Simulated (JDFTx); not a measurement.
- surface = Au(111)
- bulk = Au, Fm-3m, lattice of mp-81 (not re-optimised)
- slab = 4 atoms in 4 planes, 1x1, 7.2 Å between the outermost planes
- in-plane cell = 2.950 × 2.950 Å, 7.53 Å²
- cell height = 31.2 Å
- sampling = 8×8×1 k mesh, Fermi smearing 0.01 Ha, no spin polarisation

Level of theory: PBE, GBRV ultrasoft potentials, plane waves to 20/100 Ha; code: JDFTx (a modified build). Unrelaxed slab in linear PCM (GLSSA13), water, with a linear (Debye) 1:1 salt. C is the mean capacitance on the negative side of zero charge, good to about 1.5 %; C_d = ε₀ε/λ is the diffuse-layer value.

```csv
salt,λ (Å),1000/C_d (cm²/μF),1000/C (cm²/μF)
0.1 M,9.61,13.85,87.1
0.3 M,5.55,7.99,81.3
1 M,3.04,4.38,withheld
3 M,1.75,2.53,76.0
```

Question: Fit the Parsons-Zobel line 1000/C = m·(1000/C_d) + q to the other rows by least squares, predict the withheld value, and compare with the run.

Answer: The fit gives m = 0.981, q (cm²/μF) = 73.5, with a root-mean-square miss of 0.03 cm²/μF on its own rows. It predicts 77.8 cm²/μF; the run gives 77.7 cm²/μF, a miss of 0.1 cm²/μF.

Two capacitors in series would give m = 1; the intercept corresponds to an inner capacitance of 13.6 μF/cm².
